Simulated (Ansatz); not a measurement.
Bulk WS₂, relaxed with DFT-r²SCAN+D4 in the program Ansatz with PAW potentials:

```cif
data_S2W
_chemical_formula_sum 'W1 S2'
_space_group_name_H-M_alt 'P 1'
_space_group_IT_number 1
_cell_length_a 6.53383
_cell_length_b 6.53383
_cell_length_c 6.53383
_cell_angle_alpha 28.107
_cell_angle_beta 28.107
_cell_angle_gamma 28.107
loop_
_space_group_symop_operation_xyz
  'x, y, z'
loop_
_atom_site_label
_atom_site_type_symbol
_atom_site_fract_x
_atom_site_fract_y
_atom_site_fract_z
_atom_site_occupancy
W1 W 0.00067 0.00067 0.00067 1
S1 S 0.41691 0.41691 0.41691 1
S2 S 0.25112 0.25112 0.25112 1
```

Problem. One layer is taken out and relaxed. What does that cost?

Solution. 59 meV/atom, or 20 meV/Å² of layer.

Problem. What lattice and gap has the free layer?

Solution. a = 3.172 Å; gap 1.96 eV, direct.

Space group P-6m2 (1H). A layer that has been made, often on a substrate. Symmetry was held in the r²SCAN+D4 relaxation; its stability against distortions is not shown here. The run is not spin-polarised. Spin–orbit coupling is left out wherever it is not named.

Potentials: the later of the program's two PAW sets.
